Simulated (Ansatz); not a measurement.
MoRu (L1₀ or tetragonal B2, space group No. 123) at seven volumes, the program Ansatz at the r²SCAN level (PAW), shape and atoms relaxed at each. One row is withheld.

| V (Å³/atom) | P (GPa) |
|---|---|
| 13.260 | ? |
| 13.698 | 21.03 |
| 14.135 | 9.66 |
| 14.572 | 0.00 |
| 15.009 | -8.20 |
| 15.446 | -15.16 |
| 15.883 | -21.05 |

Q: Fit the shown pressures and predict the withheld one.

A: Third-order Birch–Murnaghan: P = (3/2)B₀(x^(7/2) − x^(5/2))[1 + (3/4)(B′ − 4)(x − 1)] with x = (V₀/V)^(2/3). Least squares on the six rows gives V₀ = 14.572 Å³/atom, B₀ = 296.2 GPa, B′ = 4.47. At V = 13.260, x = 1.0649 and P = 34.53 GPa. The run itself gave 34.40 GPa.

Space group P4/mmm (L1₀ or tetragonal B2). The start of the workflow was typed in or built on a structure type; neither database checked (COD, Materials Project) lists it. Whether it is the stable phase at ambient conditions was not checked. The r²SCAN relaxation kept the symmetry of its start; whether a distortion lowers the energy is not shown. No spin polarisation was allowed.

Potentials: the later of the program's two PAW sets.
